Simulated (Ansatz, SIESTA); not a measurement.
Given: the input of a run of SIESTA 5.4.2 on CsLiCr2Te2S3. The cell comes from a database or a generator and needn't be the stable form of this composition.

Contents of CsLiCr2Te2S3.fdf:

```
SystemName                      CsLiCr2Te2S3
SystemLabel                     CsLiCr2Te2S3
NumberOfSpecies                 5
NumberOfAtoms                   18
%block ChemicalSpeciesLabel
  1  55 Cs
  2   3 Li
  3  24 Cr
  4  52 Te
  5  16 S
%endblock ChemicalSpeciesLabel

LatticeConstant                 1.0 Ang
%block LatticeVectors
     3.6747100000    -0.0001800000    -0.0014600000
     0.0006800000     6.2584900000     0.0026700000
     0.0997000000     0.0150900000    18.8783500000
%endblock LatticeVectors
AtomicCoordinatesFormat         Fractional
%block AtomicCoordinatesAndAtomicSpecies
     0.0070200000     0.9965800000     0.6096400000  1  Cs
     0.5062200000     0.4956300000     0.6373700000  1  Cs
     0.4975700000     0.8329000000     0.9855400000  2  Li
     0.9976000000     0.3350100000     0.9851300000  2  Li
     0.9939000000     0.0006800000     0.1345300000  3  Cr
     0.4939300000     0.5002400000     0.1346100000  3  Cr
     0.0014700000     0.6694000000     0.8309800000  3  Cr
     0.5014000000     0.1673700000     0.8334000000  3  Cr
     0.0102700000     0.5962100000     0.4627100000  4  Te
     0.5106800000     0.2269700000     0.4545900000  4  Te
     0.4915800000     0.8366900000     0.2277700000  4  Te
     0.9916500000     0.3364800000     0.2278400000  4  Te
     0.9997100000     0.9997900000     0.9004300000  5  S
     0.4997400000     0.5046100000     0.8992600000  5  S
     0.9955300000     0.6661400000     0.0718800000  5  S
     0.4955100000     0.1665600000     0.0716000000  5  S
     0.5031600000     0.8406800000     0.7649200000  5  S
     0.0030500000     0.3280400000     0.7677800000  5  S
%endblock AtomicCoordinatesAndAtomicSpecies

%block kgrid.MonkhorstPack
    7   0   0  0.0
    0   5   0  0.0
    0   0   2  0.0
%endblock kgrid.MonkhorstPack
XC.Functional                   GGA
XC.Authors                      PBE
PAO.BasisSize                   DZP
PAO.EnergyShift                 0.003 Ry
Mesh.Cutoff                     800 Ry
Spin                            polarized
%block DM.InitSpin
    1   0.000
    2   0.000
    3   0.000
    4   0.000
    5   3.000
    6   3.000
    7   3.000
    8   3.000
    9   0.000
   10   0.000
   11   0.000
   12   0.000
   13   0.000
   14   0.000
   15   0.000
   16   0.000
   17   0.000
   18   0.000
%endblock DM.InitSpin
OccupationFunction              FD
ElectronicTemperature           0.05 eV
MaxSCFIterations                200
SCF.MustConverge                false
SCF.Mixer.Method                Pulay
SCF.Mixer.Weight                0.1
SCF.Mixer.History               10
SCF.DM.Tolerance                5.0e-05
SCF.H.Tolerance                 1.0e-03 eV
WriteForces                     true
Charge.Mulliken                 end
Charge.Hirshfeld                end
Charge.Voronoi                  end
SaveRho                         true
SaveElectrostaticPotential      true
%block PAO.PolarizationScheme
  Li non-perturbative
%endblock PAO.PolarizationScheme
%block PAO.Basis
  Cs 5
  n=5 0 2
    4.696 0.000
  n=6 0 2
    9.500 0.000
  n=5 1 2
    5.738 0.000
  n=6 1 1
    9.500
  n=5 2 1
    7.000
  Li 3
  n=1 0 2
    2.782 0.000
  n=2 0 2
    9.500 0.000
  n=2 1 1
    9.500
  Cr 5
  n=3 0 2
    2.885 0.000
  n=4 0 2
    8.703 0.000
  n=3 1 2
    3.267 0.000
  n=4 1 1
    8.703
  n=3 2 2
    6.381 0.000
  Te 4
  n=5 0 2
    5.635 0.000
  n=5 1 2
    7.297 0.000
  n=4 2 2
    3.260 0.000
  n=5 2 1
    7.297
%endblock PAO.Basis
Diag.ParallelOverK              true
```

Potentials or basis: PseudoDojo 0.4 standard (PBE files), converted to PSML, two zetas on semicore shells, DZP (energy shift 0.003 Ry; two zetas on semicore shells; d shell added on Cs).

Command:

```sh
$ mpirun -n 4 siesta CsLiCr2Te2S3.fdf > CsLiCr2Te2S3.out 2>&1
```

Task: Set up the same calculation for Ansatz 0.2.0. Potentials or basis there: Ansatz PAW, cutoff 420 eV.

Result: As run (cutoffs and basis follow the program's own potentials, and thresholds, step limits or extra output files can differ):

The input input.yaml:

```yaml
crystal:
  lattice:
    - [3.67471, -0.00018, -0.00146]
    - [0.00068, 6.25849, 0.00267]
    - [0.0997, 0.01509, 18.87835]
  atoms:
    - { symbol: Cs, position: [0.00702, 0.99658, 0.60964] }
    - { symbol: Cs, position: [0.50622, 0.49563, 0.63737] }
    - { symbol: Li, position: [0.49757, 0.8329, 0.98554] }
    - { symbol: Li, position: [0.9976, 0.33501, 0.98513] }
    - { symbol: Cr, position: [0.9939, 0.00068, 0.13453], spin: 3.0 }
    - { symbol: Cr, position: [0.49393, 0.50024, 0.13461], spin: 3.0 }
    - { symbol: Cr, position: [0.00147, 0.6694, 0.83098], spin: 3.0 }
    - { symbol: Cr, position: [0.5014, 0.16737, 0.8334], spin: 3.0 }
    - { symbol: Te, position: [0.01027, 0.59621, 0.46271] }
    - { symbol: Te, position: [0.51068, 0.22697, 0.45459] }
    - { symbol: Te, position: [0.49158, 0.83669, 0.22777] }
    - { symbol: Te, position: [0.99165, 0.33648, 0.22784] }
    - { symbol: S, position: [0.99971, 0.99979, 0.90043] }
    - { symbol: S, position: [0.49974, 0.50461, 0.89926] }
    - { symbol: S, position: [0.99553, 0.66614, 0.07188] }
    - { symbol: S, position: [0.49551, 0.16656, 0.0716] }
    - { symbol: S, position: [0.50316, 0.84068, 0.76492] }
    - { symbol: S, position: [0.00305, 0.32804, 0.76778] }
hamiltonian:
  xc: pbe
  pseudopotentials: { kind: paw }
magnetization:
  spin_polarized: true
kpoints:
  mp_grid: { grid: [7, 5, 2] }
scf:
  occupations: { method: fermi_dirac, width: 0.05 }
output:
  forces: true
  stress: true
  eigenvalues: true
```

Potentials or basis: Ansatz PAW.

Command:

```sh
$ ansatz run input.yaml --threads 8 --pin off --max-ram 20480MiB --backend cpu --events-out ev --progress --plain --runs-dir out
```

Both were run:

|  | SIESTA | Ansatz |
| --- | --- | --- |
| Pressure | 0.7 GPa | 0.0 GPa |
| Net moment | 11.51 μB per cell | 11.45 μB per cell |

Ansatz's pressure holds a Pulay term of +0.02 GPa for its cutoff of 420 eV, which the other run lacks.

Where Ansatz's input types no cutoff or centring, it takes its own default and a Γ-centred mesh.

The magnetic state is the one that the start led to; the real crystal's order can differ.

Pressure is positive in compression.
